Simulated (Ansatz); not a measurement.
Total density of states per atom from the program Ansatz at the PBEsol level (PAW), in 0.25 eV bins, energy from the Fermi level:

(E (eV), states/eV/atom): (-4.95, 0.00); (-4.70, 0.05); (-4.45, 0.08); (-4.20, 0.11); (-3.95, 0.14); (-3.70, 0.17); (-3.45, 0.20); (-3.20, 0.24); (-2.95, 0.28); (-2.70, 0.34); (-2.45, 0.42); (-2.20, 0.60); (-1.95, 0.91); (-1.70, 0.90); (-1.45, 1.10); (-1.20, 1.54); (-0.95, 0.98); (-0.70, 0.71); (-0.45, 0.60); (-0.20, 1.85); (0.05, 2.68); (0.30, 2.68); (0.55, 2.55); (0.80, 1.53); (1.05, 1.10); (1.30, 0.90); (1.55, 0.61); (1.80, 0.31); (2.05, 0.47); (2.30, 0.87); (2.55, 1.01); (2.80, 1.12); (3.05, 1.27); (3.30, 1.56); (3.55, 1.59); (3.80, 1.69); (4.05, 2.09); (4.30, 4.57); (4.55, 1.72); (4.80, 0.81)

**Question.** Pick the material that matches.
(A) YPt3, Cu3Au type
(B) YZn, CsCl type
(C) Y, bcc (W type)
(D) Cs2YAgCl6, Fm-3m (Cs on 8c, Y on 4b, Ag on 4a, Cl on 24e)

**Answer.** C, Y, bcc (W type). Within 0.5 eV of the Fermi level: Y 4d 89 %, outside the projected shells 5 %. Projections are on Löwdin-orthogonalised atomic valence shells; empty p or d shells of many metals are not among them.

Space group Im-3m (bcc (W type)). The start of the workflow was typed in or built on a structure type; neither database checked (COD, Materials Project) lists it. It is not the phase usual at ambient conditions (space group No. 194). Symmetry was held in the PBEsol relaxation. At this level the phase is dynamically unstable (imaginary phonons). The run is not spin-polarised. Scalar-relativistic: spin–orbit coupling is off unless named, which matters more the heavier the elements.

Potentials: the later of the program's two PAW sets.
